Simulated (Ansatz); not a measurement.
**Surface calculation: bcc W (110), 4 layers**

The slab is cut from the bcc crystal, the stable phase, as relaxed on PAW files (16.13 Å³/atom), with 16 Å of vacuum and a dipole correction:

```
W
1.0
     2.75702    0.00000    0.00000
    -0.91901    2.59934    0.00000
     0.00000    0.00000   22.75330
W
4
Direct
  0.25000 0.25000 0.35160
  0.75000 0.75000 0.45053
  0.25000 0.25000 0.54947
  0.75000 0.75000 0.64840
```

All numbers are PBE results (scalar-relativistic) from Ansatz 0.2.0, with a Γ-centred 13×13×1 k mesh, Fermi–Dirac smearing of 0.1 eV, no spin polarisation. Methods: LAPW: all electrons, basis error target 1 meV/atom; PAW: frozen-core files, cutoff 420 eV.

The bulk energy comes from a cell in the slab's orientation on a 13×13×7 mesh. The surface energy is (E(slab) − N·E(bulk))/2A at zero smearing, the mean of both faces; thin slabs carry quantum-size effects.

Spin–orbit coupling is left out, which matters for the heavy atoms.

As cut, the LAPW slab lies 2.984 eV above 4 atoms of bulk. What surface energy is that?

Over two faces of 7.17 Å² it is 208.2 meV/Å², and times 16.02 J/m² per eV/Å² that gives γ = 3.336 J/m².

| method | γ as cut (J/m²) | γ relaxed (J/m²) | Φ as cut (eV) | Φ relaxed (eV) |
| --- | --- | --- | --- | --- |
| LAPW | 3.336 | 3.276 | 4.91 | 4.83 |
| PAW | 3.339 | 3.278 | 4.91 | 4.84 |

How do the spacings between the planes relax?

From the bottom face up: d12 -3.4 % of 2.251 Å, d23 +0.6 % of 2.251 Å, d34 -3.4 % of 2.251 Å.

What changes if the vacuum is set to 11 Å?

LAPW then gives: no gap, work function 4.83 eV; PAW: no gap, work function 4.83 eV. The program warns that the vacuum is too thin.

A 4f core hole is made on one atom of each kind in every 1×1 cell (PAW hole dataset, neutral cell, valence without spin). What does it cost by layer?

layer 1 32.24 eV, layer 2 32.55 eV. Shifts between layers mean more than the absolute values, and a whole layer of holes screens otherwise than one hole.
